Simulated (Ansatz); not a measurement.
**Question.** Name crystals whose computed values (r²SCAN in the plane-wave PAW code Ansatz) fall in these windows: gap (eV) 3.5 to 4.9; HSE06 gap (eV) 4.7 to 6.1; B₀ by P(V) fit (GPa) 100 to 140.

**Answer.** 

```json
[
 {"crystal": "CaO, rock salt", "gap (eV)": "4.20", "HSE06 gap (eV)": "5.31", "B₀ by P(V) fit (GPa)": "117"},
 {"crystal": "Ba2LaTaO6, C2/m (Pearson symbol mS20)", "gap (eV)": "4.13", "HSE06 gap (eV)": "5.11", "B₀ by P(V) fit (GPa)": "130"},
 {"crystal": "MgO, P4_2/mnm (Mg on 4g, O on 4f)", "gap (eV)": "4.16", "HSE06 gap (eV)": "5.12", "B₀ by P(V) fit (GPa)": "111"},
 {"crystal": "MgO, P6_3mc (Mg on 2b, Mg on 2a, O on 2b, O on 2a)", "gap (eV)": "4.31", "HSE06 gap (eV)": "5.24", "B₀ by P(V) fit (GPa)": "125"},
 {"crystal": "CdF2, fluorite", "gap (eV)": "3.79", "HSE06 gap (eV)": "5.21", "B₀ by P(V) fit (GPa)": "113"}
]
```
Others may fit too.

Typed or built starts, not in the databases checked: MgO, P4_2/mnm (Mg on 4g, O on 4f). Not the usual ambient phase: MgO, P4_2/mnm (Mg on 4g, O on 4f); MgO, P6_3mc (Mg on 2b, Mg on 2a, O on 2b, O on 2a). Standing as an ambient phase not checked: Ba2LaTaO6, C2/m (Pearson symbol mS20). All cells were relaxed under the symmetry of their starts (and spin orders); stability against distortions was not tested throughout. Rows with no word on spin ran without spin polarisation. Scalar-relativistic: spin–orbit coupling is off unless named, which matters more the heavier the elements.

Potentials: the later of the program's two PAW sets.
